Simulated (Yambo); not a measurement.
BSE-type run in Yambo on MoS$_{2}$ (space group P6_3/mmc, No. 194), at zero momentum.

Quantum ESPRESSO step (PBEsol, PseudoDojo standard norm-conserving files, scalar-relativistic):
```
&CONTROL
  calculation = 'nscf'
  pseudo_dir = './pseudo'
  outdir = './out'
/
&SYSTEM
  ibrav = 0
  nat = 6
  ntyp = 2
  ecutwfc = 80.0
  ecutrho = 320.0
  occupations = 'fixed'
  force_symmorphic = .true.
  nbnd = 73
/
&ELECTRONS
  conv_thr = 6.000000000000001e-09
  diago_full_acc = .true.
  diago_thr_init = 1e-08
/
ATOMIC_SPECIES
S 32.0600 S.upf
Mo 95.9500 Mo.upf
CELL_PARAMETERS angstrom
  3.192240028000   0.000000000000   0.000000000000
 -1.596120014000   2.764560959000   0.000000000000
  0.000000000000   0.000000000000  13.378290000000
ATOMIC_POSITIONS crystal
S   0.666666667000   0.333333333000   0.633080000000
S   0.333333333000   0.666666667000   0.366920000000
S   0.333333333000   0.666666667000   0.133080000000
S   0.666666667000   0.333333333000   0.866920000000
Mo   0.666666667000   0.333333333000   0.250000000000
Mo   0.333333333000   0.666666667000   0.750000000000
K_POINTS automatic
9 9 2 0 0 0
```

Yambo input:
```
rim_cut
optics
bse
bss
dipoles
em1s
RandQpts= 1000000
RandGvec= 1 Ry
FFTGvecs= 40 Ry
Chimod= "HARTREE"
BSKmod= "SEX"
BSEmod= "resonant"
BSSmod= "hs"
BSENGexx= 15 Ry
BSENGBlk= 3 Ry
% BSEQptR
 1 | 1 |
%
% BSEBands
 17 | 34 |
%
% BEnRange
 0.0 | 6.6 | eV
%
% BDmRange
 0.15 | 0.15 | eV
%
BEnSteps= 132
% BLongDir
 1.0 | 0.0 | 0.0 |
%
BSHayTrs= -0.02
BSSNEig= 24
WRbsWF
% BndsRnXs
 3 | 69 |
%
NGsBlkXs= 3 Ry
% LongDrXs
 1.0 | 1.0 | 1.0 |
%
```

From the report:

The dimension is k points × valence × conduction bands = 162 × 10 × 8 = 12960.
```
  [SLEPC] Approach                          : Krylov-Schur
  [SLEPC] Number of requested eigenvalues   :  24
  [SLEPC] Number of eigenvalues        [NEV]:  24
   [K] Dimension                                    :  12960
   [K] Bands                                        :   17   34
   [K] Exchange res                                 : yes
   [K] Correlation res                              : yes
   [K] W interaction is bare                        : no
   [K] RL vectors exchange                          :   811
   [K] RL vectors correlation                       :   81
   [W] Matrix size                                  :   81
   [W] Bands                                        :    3   69
   [W] Coulomb Cutoff                               : none
   [W] Hxc Kernel                                   : HARTREE
```

Spin-orbit coupling is not included.

Geometry of the Materials Project entry, not relaxed at this level.

The distance between layers or molecules is the database entry's, not relaxed here. Functionals without dispersion can leave it too large, which widens gaps and weakens the response across layers: the numbers belong to this cell.
